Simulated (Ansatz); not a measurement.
Input:

AlAs:
```cif
data_AlAs
_chemical_formula_sum 'Al1 As1'
_space_group_name_H-M_alt 'P 1'
_space_group_IT_number 1
_cell_length_a 4.05057
_cell_length_b 4.05057
_cell_length_c 4.05057
_cell_angle_alpha 60.000
_cell_angle_beta 60.000
_cell_angle_gamma 60.000
loop_
_space_group_symop_operation_xyz
  'x, y, z'
loop_
_atom_site_label
_atom_site_type_symbol
_atom_site_fract_x
_atom_site_fract_y
_atom_site_fract_z
_atom_site_occupancy
Al1 Al 0.00000 0.00000 0.00000 1
As1 As 0.25000 0.25000 0.25000 1
```

This is the PBE-relaxed structure.

Problem. All from DFT-PBE in the program Ansatz with PAW potentials, unless another level is named. Estimate the formation energy from the elements (no fitted shifts).

Solution. -0.49 eV/atom.

Problem. Next, the band gap?

Solution. 1.50 eV (indirect).

Problem. Next, the valence-band maximum?

Solution. at Γ.

Problem. Predict the conduction-band minimum.

Solution. at X (3 equivalent valleys).

Space group F-43m (zinc blende). Symmetry was held in the PBE relaxation. The references are the lowest solids computed at this level, not always the standard phases. Spin–orbit coupling is left out wherever it is not named.

Potentials: the later of the program's two PAW sets.
